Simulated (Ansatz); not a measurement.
Bi₂Se₃ (Bi2Te3 type, space group R-3m)

```
CELL_PARAMETERS angstrom
      2.07216     1.19636     9.48267
     -2.07216     1.19636     9.48267
      0.00000    -2.39272     9.48267
ATOMIC_POSITIONS crystal
  Bi 0.40087 0.40087 0.40087
  Bi 0.59913 0.59913 0.59913
  Se 0.00000 0.00000 0.00000
  Se 0.21052 0.21052 0.21052
  Se 0.78948 0.78948 0.78948
```

The volume is varied about the relaxed value V₀ at fixed cell shape. The atoms relax within the cell's symmetry.

Computed with PBE-D3(BJ) (plane waves to 420 eV, PAW, scalar-relativistic; Ansatz, a first-principles code). k mesh 9×9×9 (Γ-centred), Fermi-Dirac smearing 0.05 eV. Energies are smeared free energies. Stress and pressure are positive under compression. With the shape held, the modulus is that of even scaling; a crystal free to change shape is softer. Bi2Se3 was relaxed with its symmetry unable to fall. Spin-orbit coupling is left out, though Bi is heavy. ΔE is measured from the relaxed starting cell.

```json
[
 {"V (Å³/atom)": "25.389", "ΔE (meV/atom)": "46.4"},
 {"V (Å³/atom)": "25.859", "ΔE (meV/atom)": "30.8"},
 {"V (Å³/atom)": "26.329", "ΔE (meV/atom)": "18.9"},
 {"V (Å³/atom)": "26.799", "ΔE (meV/atom)": "10.2"},
 {"V (Å³/atom)": "27.269", "ΔE (meV/atom)": "4.3"},
 {"V (Å³/atom)": "27.739", "ΔE (meV/atom)": "1.0"},
 {"V (Å³/atom)": "28.210", "ΔE (meV/atom)": "0.0"},
 {"V (Å³/atom)": "28.680", "ΔE (meV/atom)": "0.9"},
 {"V (Å³/atom)": "29.150", "ΔE (meV/atom)": "3.6"},
 {"V (Å³/atom)": "29.620", "ΔE (meV/atom)": "7.8"},
 {"V (Å³/atom)": "30.090", "ΔE (meV/atom)": "withheld"},
 {"V (Å³/atom)": "30.560", "ΔE (meV/atom)": "19.9"},
 {"V (Å³/atom)": "31.031", "ΔE (meV/atom)": "27.5"}
]
```

Fit a third-order Birch-Murnaghan form (E₀, V₀, B₀, B₀′ free) to the given rows and predict ΔE at V = 30.090.

Least squares on the 12 given rows: ΔE = E₀ + (9V₀B₀/16)·y²·[2 + (B₀′ − 4)y], y = (V₀/V)^(2/3) − 1, with V₀ = 28.214 Å³/atom, B₀ = 40.14 GPa (160.2 GPa = 1 eV/Å³; the term in eV is multiplied by 1000), B₀′ = 6.73, E₀ = 0.01 meV/atom; root-mean-square residual 0.04 meV/atom. At 30.090 the fit gives 13.2 meV/atom; the calculation gives 13.3 meV/atom, so the interpolation is off by -0.1 (-0.8 %). For the pressure the fit gives -2.08 GPa against the computed -2.07 GPa.

(A scan under strain: stresses follow from slopes of the energy per volume, elastic moduli from its curvatures.)
